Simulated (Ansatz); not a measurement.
Values for one crystal, relaxed and computed with r²SCAN in the plane-wave PAW code Ansatz; other levels are named.

- Volume per atom = 19.89 Å³
- Band gap = 2.71 eV (smallest direct gap 2.72 eV)
- HSE06 gap on the r²SCAN cell = 5.50 eV
- Electron effective mass with spin–orbit coupling, band 2 of 2 at the edge = 1.3 along [100], 1.6 along [110], 2.3 along [111] (mₑ)
- Electron effective mass, band 2 of 2 at the edge = 1.3 along [100], 1.6 along [110], 2.4 along [111] (mₑ)
- Electron effective mass with spin–orbit coupling, band 1 of 2 at the edge = 26 along [100], 4.4 along [110], 2.5 along [111] (mₑ)
- Valence-band maximum = at X

Question: Which of these materials gives this?
A. SmOF, R-3m (Sm on 6c, O on 6c, F on 6c)
B. Cs3CoF6, Fm-3m (Cs on 8c, Cs on 4b, Co on 4a, F on 24e)
C. BaF2, fluorite
D. CsBr, CsCl type

Answer: B, Cs3CoF6, Fm-3m (Cs on 8c, Cs on 4b, Co on 4a, F on 24e)

The workflow started from a Materials Project entry (that database holds measured and hypothetical structures alike); the Crystallography Open Database copy checked does not list it. Whether it is the stable phase at ambient conditions was not checked. The r²SCAN relaxation kept the symmetry of its start; its stability against distortions is not shown here. No spin polarisation was allowed. No Hubbard U is applied. Scalar-relativistic: spin–orbit coupling is off unless named, which matters more the heavier the elements.

Potentials: the later of the program's two PAW sets.
